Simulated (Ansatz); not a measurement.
Data:

Zr:
```
CELL_PARAMETERS angstrom
      3.14326     0.00000     0.00000
     -1.57163     2.72214     0.00000
      0.00000     0.00000     5.09230
ATOMIC_POSITIONS crystal
  Zr 0.33333 0.66667 0.75000
  Zr 0.66667 0.33333 0.25000
```

This is the LDA-relaxed structure. Tensor components refer to the Cartesian frame of this cell.

All from the program Ansatz at the LDA level (PAW), unless another level is named. Estimate the Poisson's ratio.

0.40.

Next, the elastic constants (relaxed ions, GPa)?

C11 = 128, C12 = 89.7, C13 = 81.0, C33 = 175, C44 = 18.0.

Space group P6_3/mmc (hcp (Mg type)). Symmetry was held in the LDA relaxation. The run is not spin-polarised. As this level gives no gap, shear constants depend on the k-mesh and smearing (Fermi–Dirac, 0.1 eV here).

Potentials: the earlier of the program's two PAW sets. The files were generated under PBE; for other functionals the program regenerates the frozen cores, and for LDA and PBEsol the local potential too.
